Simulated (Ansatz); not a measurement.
Sr$_{3}$Ca: do energies and stresses tell the same story?

Computed with DFT r2SCAN, scalar-relativistic, plane waves, PAW (Ansatz).

Settings: cutoff 500 eV, Γ-centred mesh 10×10×10 on the computed 4-atom cell, Gaussian smearing of 0.10 eV; no spin polarisation.

Relaxed cell: I4/mmm, a = 5.982 Å, b = 5.982 Å, c = 11.906 Å, α = 90.00°, β = 90.00°, γ = 90.00°, 4 atoms in the primitive cell. Whether it is the stable form of this composition wasn't checked.

Energies at zero smearing and pressures from the stress tensor, at volumes with shape and atoms relaxed:
```
V (Å³/atom) E − E(first) (meV/atom) P (GPa)
     50.058                     0.00    0.835
     51.656                    -5.98    0.376
     53.253                    -7.68   -0.033
     54.851                    -5.54   -0.398
     56.449                     0.03   -0.722
```

Check P = −dE/dV between neighbouring volumes, and get the bulk modulus from the pressures alone.

With 1 eV/Å³ = 160.2 GPa:
```
middle V (Å³/atom)  −ΔE/ΔV (GPa) mean P (GPa)
            50.857         0.600         0.606
            52.455         0.171         0.172
            54.052        -0.215        -0.216
            55.650        -0.559        -0.560
```

The two differ by 0.006 GPa at most. The mean of two end pressures misses the average over a step by about ΔV² P″/12, up to 0.004 GPa here; with that taken off 0.004 GPa remains. Around V = 53.253 Å³/atom, the two neighbours give B = −V ΔP/ΔV = 53.253 × 0.774 / 3.195 = 12.9 GPa, against B0 = 12.9 GPa from the Birch–Murnaghan fit of the energies.

Cost: 6 runs of about 6.9 core-minutes in all, on AMD EPYC 9R45 (Zen 5) (shared hosts).